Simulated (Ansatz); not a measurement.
ZrSiRu in space group P-62m (No. 189; Ru on 3f, Zr on 3g, Si on 1b, Si on 2c), DFT-r²SCAN in the program Ansatz with PAW potentials, all energies at zero smearing, with the estimated change up to a 700 eV cutoff added, with one set of potentials and settings (totals compare only within such a set). Cell of 9 atoms (3 Ru, 3 Zr, 3 Si): -32183.351 eV.

| element | reference phase | E (eV/atom) |
|---|---|---|
| Ru | P6_3/mmc, 2 atoms in the cell | -5890.7039 |
| Zr | P6_3/mmc, 2 atoms in the cell | -4195.0260 |
| Si | Fd-3m, 2 atoms in the cell | -639.0667 |

Formation energy per atom, worked out: (-32183.351 − 3×(-5890.7039) − 3×(-4195.0260) − 3×(-639.0667))/9 = -0.996 eV/atom (-96 kJ per mol of atoms), at 0 K, without zero-point energy or fitted corrections.

The workflow started from an entry of the Crystallography Open Database (COD). Whether it is the stable phase at ambient conditions was not checked. Symmetry was held in the r²SCAN relaxation; its stability against distortions is not shown here. No spin polarisation was allowed. The references are the lowest solids computed at this level, not always the standard phases.

Potentials: the later of the program's two PAW sets.
